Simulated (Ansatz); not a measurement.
**ZnS: energy along a strain**

ZnS, P6_3mc, a = 3.807 Å, c = 6.246 Å. The compound has several low-lying forms, and this is one of them. Ansatz: r2SCAN, PAW, 500 eV, Γ-centred 6×6×4 mesh on 4 atoms, Gaussian smearing 0.05 eV; no spin polarisation. Cell vectors (Å): 3.807 0.000 0.000; -1.903 3.297 0.000; 0.000 0.000 6.246. The cell is strained by x per cent times the pattern (1 1 0 0 0 0) in the order xx yy zz yz xz xy (engineering shears), with fractional coordinates held. y is the free energy over the start, V0 = 19.596 Å³/atom.

| x (%) | y (meV/atom) |
| --- | --- |
| -2.00 | 10.52 |
| -1.50 | 5.80 |
| -1.00 | 2.52 |
| -0.50 | 0.60 |
| 0.00 | 0.00 |
| 0.50 | 0.63 |
| 1.00 | 2.46 |
| 1.50 | 5.41 |
| 1.75 | 7.29 |
| 2.00 | ? |

**Question.** Fit y = c1 x + c2 x² + c3 x³ to the other rows, get the stiffness along the pattern, and predict the missing energy.

**Answer.** Least squares on the rows shown. y = 0.05303 x + 2.492 x² − 0.08177 x³. The clamped-ion stiffness p·C·p = 2 × 24.92 eV × 160.2 / 19.596 Å³ = 407 GPa; c1 is there for the stress left in the start, which by itself gives a slope of 0.05 meV/atom per %. At x = 2.00 the fit asked for gives 9.42 meV/atom. The run gave 9.43 meV/atom, so the fit is 0.01 meV/atom too low, a small miss on the scale of the series.